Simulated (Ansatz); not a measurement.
# What DFT gives for SrH$_{2}$Os$_{2}$

```
H Os Sr
1.0
     2.22973    3.86200    0.00000
    -2.22973    3.86200    0.00000
     0.00000    0.00000    4.65271
H Os Sr
2 2 1
Direct
  0.33330 0.33340 0.09760
  0.66670 0.66660 0.90240
  0.33330 0.33340 0.45890
  0.66670 0.66660 0.54110
  0.00000 0.00000 0.00000
```

Method: r2SCAN, no spin polarisation; PAW, plane waves to 500 eV, 7×7×6 Γ-centred mesh, tetrahedron occupations (Ansatz 0.2.0), atoms fixed.

Charges: Bader charges in e: Sr +1.46, H -0.32, Os -0.41. In the mean Sr gives up most and Os takes most.
Stress: The pressure is -11.2 GPa (compression positive), so with the atoms held at these fractions the cell would first shrink; the forces are large, so a full relaxation may end otherwise. The principal stresses -14.8, -14.8, -4.1 GPa differ, so its shape would change too.
Forces: The largest is on Os3 (and as large on other atoms): 1.30 eV/Å, components (0.00, 0.00, -1.30). It makes 0° with the line to a nearest neighbour, H1 at 1.68 Å, pointing towards it.
Formation energy: 0.18 eV an atom against the elements' usual phases (free molecules for gases, crystals otherwise, with no correction for O₂ or N₂), so at this geometry it isn't bound against them. Relaxing would lower it.
Electronic structure: It is a metal, with about 3.4 states/eV a cell as the mean within 0.25 eV of the Fermi level, mostly Os d (82 %).

Origin: a known structure type with other elements, at an estimated volume, so it need not be a known compound. Caveats: empty levels are not fully converged; forces and stress under tetrahedra may miss the slope of the energy.
